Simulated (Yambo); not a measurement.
NaBaIrH6 (space group F-43m, No. 216): one transition space (6×6×6 mesh, 9 valence and 7 conduction bands, Tamm-Dancoff) with different kernels in Yambo, on PBEsol orbitals; field along x. BSE alone uses the static screening with 65 bands and a 3 Ry block; its scissor and those of RPA and TDDFT come from G0W0, that of the TDHF-type run from bare exchange.

```json
[
 {"kernel": "BSE (screened electron-hole attraction)", "scissor (eV)": "1.33", "direct gap with it (eV)": "4.45", "lowest state (eV)": "[?]"},
 {"kernel": "TDHF-type (unscreened attraction, exchange-only scissor)", "scissor (eV)": "8.02", "direct gap with it (eV)": "11.13", "lowest state (eV)": "[?]"},
 {"kernel": "RPA (no attraction)", "scissor (eV)": "1.33", "direct gap with it (eV)": "4.45", "lowest state (eV)": "4.45 (weak)"}
]
```

Task: What belongs in the gaps?

Result: 
- BSE (screened electron-hole attraction), lowest state (eV): 3.52 (dark)
- TDHF-type (unscreened attraction, exchange-only scissor), lowest state (eV): 5.20 (dark)

RPA leaves the lowest state at the direct gap: no bound exciton. These are vertical excitations (zero momentum). Spin singlets only. Strong means a line over 3 % of the spectrum's maximum, dark under 0.03 %. Absolute energies carry the error of the G0W0 scissor, whose convergence isn't established. Convergence of the binding with the mesh was not shown.

Spin-orbit coupling is not included.

Geometry of the Materials Project entry, not relaxed at this level; primitive cell a = 5.5473 Å, b = 5.5473 Å, c = 5.5473 Å, α = 60.00°, β = 60.00°, γ = 60.00°.

The structure is a Materials Project entry; no match was found in the copy of COD used, and its stability was not checked.
